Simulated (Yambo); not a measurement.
A G0W0@LDA run in Yambo for KHgF₃ (space group Cmmm, No. 65, within 0.06 Å of Pm-3m) (2×2×2 Γ-centred k mesh, bands 5 to 142 and a 7 Ry block in the screening, 142 bands in G with the Bruneval-Gonze terminator, plasmon pole fitted at 27.2 eV) gives these matrix elements, in eV, at the band edges ((-0.5, -0.5, -0.5) → Γ):

| state | E0 | <Vxc> | <Σx> | <Σc(E0)> | Z |
|---|---|---|---|---|---|
| valence edge | 0.000 | -24.821 | -30.239 | 4.189 | 0.801 |
| conduction edge | 0.305 | -13.401 | -8.874 | -3.104 | 0.848 |

Q: Solve the linearised quasiparticle equation for both states, give the gap, and say how exchange and correlation each act on it.

A: E = E0 + Z(Σx + Σc − Vxc). Valence: 0.000 + 0.801 × (-30.239 + (4.189) − (-24.821)) = -0.99 eV. Conduction: 0.305 + 0.848 × (-8.874 + (-3.104) − (-13.401)) = 1.51 eV. The gap is 2.50 eV, against 0.31 eV in LDA. Replacing Vxc by bare exchange alone would open it by 9.95 eV; correlation takes back 7.29 eV of that, and Z scales what is left. Nearest settings tried, and what they do to the gap: 112 bands in W, 112 bands in G: +51 meV; 6 Ry block (175 vectors against 191): +6 meV; 4×4×4 mesh: -75 meV. So the settings aren't converged at that level. The k mesh is coarse. Without spin-orbit coupling, band edges of such heavy elements can be off by tenths of an eV.

Geometry of the Materials Project entry, not relaxed at this level; primitive cell a = b = 4.533 Å, c = 4.524 Å, α = β = 90.00°, γ = 90.11°.
